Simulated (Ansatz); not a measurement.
V$_{3}$Au:
```cif
data_Au2V6
_chemical_formula_sum 'V6 Au2'
_space_group_name_H-M_alt 'P 1'
_space_group_IT_number 1
_cell_length_a 4.80865
_cell_length_b 4.80865
_cell_length_c 4.80865
_cell_angle_alpha 90.000
_cell_angle_beta 90.000
_cell_angle_gamma 90.000
loop_
_space_group_symop_operation_xyz
  'x, y, z'
loop_
_atom_site_label
_atom_site_type_symbol
_atom_site_fract_x
_atom_site_fract_y
_atom_site_fract_z
_atom_site_occupancy
V1 V 0.50000 0.25000 0.00000 1
V2 V 0.50000 0.75000 0.00000 1
V3 V 0.25000 0.00000 0.50000 1
V4 V 0.75000 0.00000 0.50000 1
V5 V 0.00000 0.50000 0.25000 1
V6 V 0.00000 0.50000 0.75000 1
Au1 Au 0.50000 0.50000 0.50000 1
Au2 Au 0.00000 0.00000 0.00000 1
```
The run is spin-polarised; directions of the spins, atom by atom: 0 0 0 0 0 0 0 0.

Relaxed with PBEsol.

### Question
Which orbitals make up the states near the Fermi level in plane-wave PAW PBEsol (Ansatz code)?

### Answer
Within 0.5 eV of the Fermi level: V 3d 87 %, Au 5d 6 %. Projections are on Löwdin-orthogonalised atomic valence shells; empty p or d shells of many metals are not among them.

### Question
Tabulate the density of states.

### Answer
States/eV per cell of 8 atoms, in 0.25 eV bins, energy from the Fermi level.

```csv
E (eV),total,V 3d,Au 5d,V 4s
-7.85,0.61,0.01,0.01,0.36
-7.60,0.77,0.02,0.02,0.43
-7.35,0.96,0.03,0.04,0.50
-7.10,1.36,0.06,0.13,0.64
-6.85,1.78,0.09,0.37,0.67
-6.60,4.49,0.33,1.98,1.06
-6.35,12.07,1.40,8.94,1.07
-6.10,23.23,2.73,18.55,1.13
-5.85,27.62,2.58,23.62,0.33
-5.60,17.07,2.44,11.89,0.30
-5.35,5.17,0.48,4.30,0.03
-5.10,0.00,0.00,0.00,0.00
-4.85,0.00,0.00,0.00,0.00
-4.60,0.00,0.00,0.00,0.00
-4.35,0.11,0.03,0.00,0.07
-4.10,0.62,0.16,0.03,0.38
-3.85,1.24,0.38,0.09,0.68
-3.60,2.33,0.81,0.18,1.11
-3.35,4.51,1.83,0.37,1.84
-3.10,3.73,1.75,0.31,1.32
-2.85,2.01,1.06,0.13,0.64
-2.60,1.65,1.11,0.07,0.38
-2.35,2.97,2.04,0.15,0.62
-2.10,7.29,5.42,0.38,1.06
-1.85,12.21,9.80,0.49,1.10
-1.60,16.43,13.94,0.42,0.95
-1.35,14.19,11.94,0.39,0.78
-1.10,12.29,10.27,0.38,0.58
-0.85,7.60,6.38,0.31,0.34
-0.60,5.41,4.56,0.25,0.27
-0.35,5.78,4.89,0.39,0.24
-0.10,12.95,11.34,0.72,0.37
0.15,13.16,11.60,0.69,0.31
0.40,9.67,8.42,0.52,0.25
0.65,6.36,5.47,0.35,0.21
0.90,5.15,4.70,0.24,0.10
1.15,8.32,7.78,0.36,0.07
1.40,13.13,12.30,0.49,0.15
1.65,12.27,11.54,0.36,0.21
1.90,15.56,14.78,0.35,0.24
2.15,15.26,14.40,0.30,0.33
```

Space group Pm-3n (A15 (Cr3Si type)). The first step of the workflow began from a Materials Project structure, measured or hypothetical; the Crystallography Open Database copy checked does not list it. COD files the formula under space group No. 221. Its standing as an ambient phase is unchecked. The PBEsol relaxation kept the symmetry of its start; its stability against distortions is not shown here. Magnetic state: ferromagnetic, the only order run, not a proven ground state. Spin–orbit coupling is left out wherever it is not named.

Potentials: the later of the program's two PAW sets.
